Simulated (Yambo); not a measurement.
A G0W0@PBEsol run in Yambo for RbScS2O8 (space group P321, No. 150) (3×3×2 Γ-centred k mesh, bands 2 to 286 and a 7 Ry block in the screening, 286 bands in G with the Bruneval-Gonze terminator, plasmon pole fitted at 27.2 eV) gives these matrix elements, in eV, at the band edges (A → (0, 0.333, -0.5)):

| state | E0 | <Vxc> | <Σx> | <Σc(E0)> | Z |
|---|---|---|---|---|---|
| valence edge | 0.000 | -20.011 | -25.764 | 3.983 | 0.809 |
| conduction edge | 4.364 | -17.680 | -9.744 | -5.113 | 0.814 |

Solve the linearised quasiparticle equation for both states, give the gap, and say how exchange and correlation each act on it.

E = E0 + Z(Σx + Σc − Vxc). Valence: 0.000 + 0.809 × (-25.764 + (3.983) − (-20.011)) = -1.43 eV. Conduction: 4.364 + 0.814 × (-9.744 + (-5.113) − (-17.680)) = 6.66 eV. The gap is 8.09 eV, against 4.36 eV in PBEsol. Replacing Vxc by bare exchange alone would open it by 13.69 eV; correlation takes back 9.10 eV of that, and Z scales what is left. Nearest settings tried, and what they do to the gap: 187 bands in G: -4 meV; 113 bands in W, 113 bands in G: +106 meV; 3 Ry block (135 vectors against 393): +242 meV. Not varied: mesh. So the settings aren't converged at that level. 

Geometry of the Materials Project entry, not relaxed at this level; primitive cell a = b = 5.0596 Å, c = 8.7685 Å, α = β = 90.00°, γ = 120.00°.

The structure is a Materials Project entry; no match was found in the copy of COD used, and its stability was not checked.
